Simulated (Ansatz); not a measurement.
CuI:
```xyz
2
Lattice="0.0000 3.0115 3.0115 3.0115 0.0000 3.0115 3.0115 3.0115 0.0000" Properties=species:S:1:pos:R:3 pbc="T T T"
I      4.5172     4.5172     4.5172
Cu     0.0000     0.0000     0.0000
```

Relaxed with r²SCAN. Special points in fractions of this cell's reciprocal vectors: Γ (0.000, 0.000, 0.000); X (0.500, 0.000, 0.500); U (0.625, 0.250, 0.625); K (0.375, 0.375, 0.750); L (0.500, 0.500, 0.500); W (0.500, 0.250, 0.750).

Problem. List the band energies nearest the valence-band maximum at these points for r²SCAN in the plane-wave PAW code Ansatz.

Solution. In eV from the valence-band maximum; about four levels below and three above (degenerate sets whole), none deeper than 8.9 eV; points with the same levels are listed once.

```json
[
 {"k": "Γ", "below": "-1.92 -1.92 0.00 0.00 0.00", "above": "1.67 5.24 5.24 5.24"},
 {"k": "X", "below": "-1.84 -1.82 -1.56 -1.56", "above": "2.90 3.17 9.93"},
 {"k": "U", "below": "-1.89 -1.77 -1.56 -1.30", "above": "3.36 4.97 8.03"},
 {"k": "L", "below": "-1.89 -1.89 -1.84 -0.74 -0.74", "above": "2.57 5.75 5.75"},
 {"k": "W", "below": "-1.99 -1.98 -1.82 -1.66 -1.31", "above": "4.87 4.97 6.52"}
]
```

Space group F-43m (zinc blende). The r²SCAN relaxation kept the symmetry of its start. No spin polarisation was allowed. Spin–orbit coupling is left out wherever it is not named.

Potentials: the later of the program's two PAW sets.
